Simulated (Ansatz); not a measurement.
LaB2Rh3:
```
CELL_PARAMETERS angstrom
      5.47807     0.00000     0.00000
     -2.73904     4.74415     0.00000
      0.00000     0.00000     3.15101
ATOMIC_POSITIONS crystal
  Rh 0.50000 0.00000 0.50000
  Rh 0.50000 0.50000 0.50000
  Rh 0.00000 0.50000 0.50000
  La 0.00000 0.00000 0.00000
  B  0.33333 0.66667 0.00000
  B  0.66667 0.33333 0.00000
```

Relaxed with r²SCAN. Special points in fractions of this cell's reciprocal vectors: Γ (0.000, 0.000, 0.000); M (0.500, 0.000, 0.000); K (0.333, 0.333, 0.000); A (0.000, 0.000, 0.500); L (0.500, 0.000, 0.500); H (0.333, 0.333, 0.500).

**Question.** List the band energies nearest the Fermi level at these points for DFT-r²SCAN with spin–orbit coupling in the program Ansatz with PAW potentials.

**Answer.** In eV from the Fermi level; about four levels below and three above (degenerate sets whole), none deeper than 8.9 eV; points with the same levels are listed once.

```json
[
 {"k": "Γ", "below": "-1.15 -1.15 -1.08 -1.08", "above": "0.02 0.02 0.04 0.04"},
 {"k": "M", "below": "-1.53 -1.53 -1.16 -1.16", "above": "0.24 0.24 1.58 1.58"},
 {"k": "K", "below": "-1.69 -1.69 -1.09 -1.09", "above": "0.26 0.26 1.69 1.69"},
 {"k": "A", "below": "-0.29 -0.29 -0.25 -0.25", "above": "0.59 0.59 2.89 2.89"},
 {"k": "L", "below": "-0.17 -0.17 -0.13 -0.13", "above": "1.52 1.52 2.22 2.22"},
 {"k": "H", "below": "-0.51 -0.51 -0.49 -0.49", "above": "0.06 0.06 2.02 2.02"}
]
```

Space group P6/mmm. The workflow started from an entry of the Crystallography Open Database (COD). Whether it is the stable phase at ambient conditions was not checked. The cell was relaxed with r²SCAN under the symmetry of its start; whether a distortion lowers the energy is not shown. No spin polarisation was allowed.

Potentials: the later of the program's two PAW sets.
